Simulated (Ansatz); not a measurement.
GaSb (NiAs type, P6_3/mmc) at seven volumes, plane-wave PAW PBEsol (Ansatz code), shape and atoms relaxed at each. One row is withheld.

```
V (Å³/atom)  P (GPa)
-----------  -------
21.098          7.31
21.794             ?
22.489          2.04
23.185          0.00
23.881         -1.72
24.576         -3.17
25.272         -4.39
```

Fit the shown pressures and predict the withheld one.

P = (3/2)B₀(x^(7/2) − x^(5/2))[1 + (3/4)(B′ − 4)(x − 1)] with x = (V₀/V)^(2/3). Least squares on the six rows gives V₀ = 23.185 Å³/atom, B₀ = 62.2 GPa, B′ = 4.64. At V = 21.794, x = 1.0421 and P = 4.44 GPa. The run itself gave 4.45 GPa.

The start of the workflow was typed in or built on a structure type; neither database checked (COD, Materials Project) lists it. It is not the phase usual at ambient conditions (space group No. 216). The PBEsol relaxation kept the symmetry of its start; of distortions, only those at the zone centre were tested. Spin–orbit coupling is left out wherever it is not named.

Potentials: the later of the program's two PAW sets.
